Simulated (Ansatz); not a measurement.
With PBEsol (plane waves, PAW; program Ansatz), Nb$_{2}$AlB$_{2}$ in the orthorhombic phase (Cmmm; Al on 2a, Nb on 4j, B on 4i) relaxes to a = 3.134 Å, b = 11.585 Å, c = 3.286 Å. Against the elements it lies at -0.59 eV/atom, with no fitted shifts.

Electronic character: metallic (no gap).

The bulk modulus is 202 GPa.

The start of the workflow was typed in or built on a structure type; neither database checked (COD, Materials Project) lists it. Its standing as an ambient phase is unchecked. The cell was relaxed with PBEsol under the symmetry of its start; its stability against distortions is not shown here. No spin polarisation was allowed. The references are the lowest solids computed at this level, not always the standard phases. Spin–orbit coupling is left out wherever it is not named.

Potentials: the later of the program's two PAW sets.
